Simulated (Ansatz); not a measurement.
A geometry of Al away from equilibrium: step 2 of the relaxation of a relaxed Al cell, doubled along one cell vector, shaken by Gaussian noise of σ = 0.08 Å a coordinate. Calculation: r2SCAN (plane waves to 500 eV, PAW, scalar-relativistic; Ansatz, a first-principles code). Γ-centred k-mesh 8×8×6 on the run's cell (coarser than for final values), Fermi–Dirac smearing 0.05 eV. The plane waves were selected for a different cell earlier on the path.

```
CELL_PARAMETERS angstrom
      4.47872     0.01578     0.00105
     -2.22570     3.91824    -0.00506
      0.00128    -0.00635     5.44442
ATOMIC_POSITIONS crystal
  Al 0.00210 0.00638 0.99983
  Al 0.00236 0.98839 0.50249
  Al 0.33853 0.66242 0.23992
  Al 0.33457 0.66776 0.74814
  Al 0.66750 0.32758 0.27110
  Al 0.67363 0.33510 0.77626
```

### Question
What forces act on the atoms (eV/Å)?

### Answer
```json
[
 {"atom": "Al1", "Fx": "0.08", "Fy": "-0.07", "Fz": "0.16"},
 {"atom": "Al2", "Fx": "-0.05", "Fy": "0.08", "Fz": "-0.02"},
 {"atom": "Al3", "Fx": "-0.14", "Fy": "0.05", "Fz": "0.14"},
 {"atom": "Al4", "Fx": "0.11", "Fy": "0.06", "Fz": "-0.35"},
 {"atom": "Al5", "Fx": "0.13", "Fy": "-0.06", "Fz": "0.21"},
 {"atom": "Al6", "Fx": "-0.13", "Fy": "-0.07", "Fz": "-0.14"}
]
```

The path ends in Fm-3m (No. 225) (fcc (Cu type)). No spin polarisation in the result.

Of the parent cell (P6/mmm (No. 191)): it is a generated cell of Al: the first start was made by placing the elements on the sites of a structure type, and the end was not matched to a known phase here, so it may be hypothetical. Known forms of Al include space group No. 225.
